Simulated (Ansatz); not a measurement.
BAs (F-43m): G0W0 and the choice of datasets

```
B As
1.0
     0.00000    2.38850    2.38850
     2.38850    0.00000    2.38850
     2.38850    2.38850    0.00000
B As
1 1
Direct
  0.00000 0.00000 0.00000
  0.25000 0.25000 0.25000
```

Held fixed (Ansatz):

| Item | Value |
| --- | --- |
| orbitals | PBE |
| k mesh | 6×6×6 |
| empty bands | 271 |
| response cutoff | 180 eV |
| frequencies | plasmon pole, fitted at the program's default frequency |
| q → 0 term | analytic weight of Carrier, Rohra and Görling |
| points solved | Γ, L, X |
| band sums | cut at the band count |
| spin-orbit coupling | off |

The gap is read from Γ to X, linearised, between the Kohn-Sham band edges among the points solved. The direct gap is read between the top filled and lowest empty Kohn-Sham band at Γ. ε∞ is the electronic dielectric constant on this mesh.

```csv
"datasets, wave cutoff",KS gap (eV),G0W0 gap (eV),direct at Γ (eV),ε∞
"hard PAW, 700 eV",1.44,1.98,4.11,10.6
"hand-made PAW, 710 eV",1.44,?,?,?
"soft PAW (1st gen.), 420 eV",1.44,1.97,4.11,10.6
"norm-conserving, 1142.88 eV",1.45,2.32,4.10,10.5
```

Task: Fill in the row for hand-made PAW, 710 eV.

Result: G0W0 gap 1.97 eV, direct at Γ 4.11 eV, ε∞ 10.6.

Soft PAW datasets can miss an all-electron G0W0 gap by more than 5 %. With norm-conserving pseudopotentials the core–valence exchange is only approximate, which can shift gaps by tenths of an eV and RPA lattice constants by most of a per cent. Band sums or response are cut, so the gap isn't at its basis limit. The gap is read among the points solved; the crystal's band edges can lie elsewhere. Meshes this coarse can overestimate the dielectric constant by a tenth and more.
